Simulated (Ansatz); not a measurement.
InP (zinc blende)

```
InP
1.0
    0.00000     2.97977     2.97977
    2.97977     0.00000     2.97977
    2.97977     2.97977     0.00000
P In
1 1
Cartesian
  4.46965   4.46965   4.46965
  0.00000   0.00000   0.00000
```

This relaxed cell (volume V₀) is scaled evenly in all directions, its shape held. Symmetry pins the atoms to their sites.

Method: PBE (plane waves to 420 eV, PAW, scalar-relativistic; Ansatz, a quantum-chemistry and plane-wave program). k mesh 10×10×10 (Γ-centred), Fermi-Dirac smearing 0.05 eV. Stress and pressure are positive under compression. InP was relaxed with its symmetry unable to fall.

At one point of the scan the stress tensor (GPa) is:

```
   4.25     0.00     0.00
   0.00     4.25     0.00
   0.00     0.00     4.25
```

Which point is it?
A) V/V₀ = 0.985
B) V/V₀ = 0.970
C) V/V₀ = 0.940
D) V/V₀ = 0.955

C, V/V₀ = 0.940

(A scan under strain: stresses follow from slopes of the energy per volume, elastic moduli from its curvatures.)
